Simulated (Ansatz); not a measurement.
CdHgSe₂:
```
CdHgSe2
1.0
    4.36080     0.00000     0.00000
    0.00000     4.36080     0.00000
    0.00000     0.00000     6.14060
Cd Hg Se
1 1 2
Direct
  0.50000   0.50000   0.50000
  0.00000   0.00000   0.00000
  0.00000   0.50000   0.25304
  0.50000   0.00000   0.74696
```

Relaxed with r²SCAN. Special points in fractions of this cell's reciprocal vectors: Γ (0.000, 0.000, 0.000); X (0.000, 0.500, 0.000); M (0.500, 0.500, 0.000); Z (0.000, 0.000, 0.500); R (0.000, 0.500, 0.500); A (0.500, 0.500, 0.500).

Task: List the band energies nearest the valence-band maximum at these points for r²SCAN with spin–orbit coupling in the plane-wave PAW code Ansatz.

Result: In eV from the valence-band maximum; about four levels below and three above (degenerate sets whole), none deeper than 8.9 eV; points with the same levels are listed once.

| k | below | above |
|---|---|---|
| Γ | -0.01 -0.01 0.00 0.00 | 0.05 0.05 3.35 3.35 |
| X | -1.08 -1.08 -0.83 -0.83 | 2.87 2.87 3.77 3.77 |
| M | -2.02 -2.02 -2.02 -2.02 | 2.86 2.86 3.28 3.28 |
| Z | -1.06 -1.06 -0.98 -0.98 | 2.61 2.61 3.22 3.22 |
| R | -0.84 -0.84 -0.72 -0.72 | 1.49 1.49 2.50 2.50 |
| A | -2.37 -2.37 -2.25 -2.25 | 3.94 3.94 5.06 5.06 |

Space group P-4m2. The first step of the workflow began from a Materials Project structure, measured or hypothetical; the Crystallography Open Database copy checked does not list it. With Cd and Hg taken as one species the cell has the higher symmetry F-43m, so it may be an ordered model of a mixed-site phase. Its standing as an ambient phase is unchecked. Symmetry was held in the r²SCAN relaxation; whether a distortion lowers the energy is not shown.

Potentials: the later of the program's two PAW sets.
